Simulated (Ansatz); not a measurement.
Consider the following.

BN:
```
BN
1.0
    2.55408     0.00000     0.00000
   -1.27704     2.21190     0.00000
    0.00000     0.00000     4.22392
B N
2 2
Direct
  0.66667   0.33333   0.99982
  0.33333   0.66667   0.49982
  0.66667   0.33333   0.62518
  0.33333   0.66667   0.12518
```

This is the PBE-relaxed structure. x, y and z are the axes in which the lattice vectors are written.

Question: All from DFT-PBE in the program Ansatz with PAW potentials, unless another level is named. Give the hole effective mass, band 1 of 2 at the edge.

Answer: 1.3 along x, 1.3 along z (mₑ).

Question: And the electron effective mass?

Answer: 0.31, 0.51, 0.51 mₑ (principal values).

Question: Give the valence-band maximum.

Answer: at Γ.

Space group P6_3mc (wurtzite). Symmetry was held in the PBE relaxation.

Potentials: the earlier of the program's two PAW sets.

Edges and masses are those of Kohn–Sham bands, whose gap is no quasiparticle gap.
